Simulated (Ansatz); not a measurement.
# NaLaMnMoO6 and the effect of the functional

```
Na La Mn Mo O
1.0
    -2.72294    2.72294    3.89889
     2.72294   -2.72294    3.89889
     2.72294    2.72294   -3.89889
Na La Mn Mo O
1 1 1 1 6
Direct
  0.25000 0.75000 0.50000
  0.75000 0.25000 0.50000
  0.50000 0.50000 0.00000
  0.00000 0.00000 0.00000
  0.20766 0.29607 0.50371
  0.29605 0.79234 0.08841
  0.79236 0.70395 0.49629
  0.70393 0.20764 0.91159
  0.25194 0.25194 0.00000
  0.74806 0.74806 0.00000
```

The cell comes from a database or a generator and needn't be the stable form of this composition.

Kept alike: task band structure; k mesh 7 × 7 × 7; occupations fermi-dirac, width 0.05 eV; collinear spin, ferromagnetic start. Program: Ansatz, Ansatz PAW. Cutoffs run from 420 to 500 eV. The mesh is that of the run's cell of 10 atoms. No spin-orbit coupling.

```csv
functional,pressure (GPa),largest site moment (μB)
BLYP,5.40,1.92
LDA,-12.30,2.08
PBE,0.31,2.24
PBEsol,-6.33,2.24
RPBE,5.09,2.32
r2SCAN,-1.43,2.78
revPBE,3.87,2.30
```

Pressure is positive in compression, with a Pulay correction for the finite cutoff. For a metal such a mesh leaves the last digits unconverged. The runs hold the magnetic state that their start led to, which needn't be the lowest. Site moments count inside each atom's sphere or projector. All rows use potentials made for PBE.

Q: What does the functional change here?

A: The pressure runs from -12.30 (LDA) to 5.40 GPa (BLYP). From PBE: BLYP +5.09; LDA -12.61; PBEsol -6.64; RPBE +4.78; r2SCAN -1.74; revPBE +3.56. The largest site moment runs from 1.92 (BLYP) to 2.78 μB (r2SCAN). From PBE: BLYP -0.32; LDA -0.16; PBEsol +0.00; RPBE +0.08; r2SCAN +0.54; revPBE +0.06.
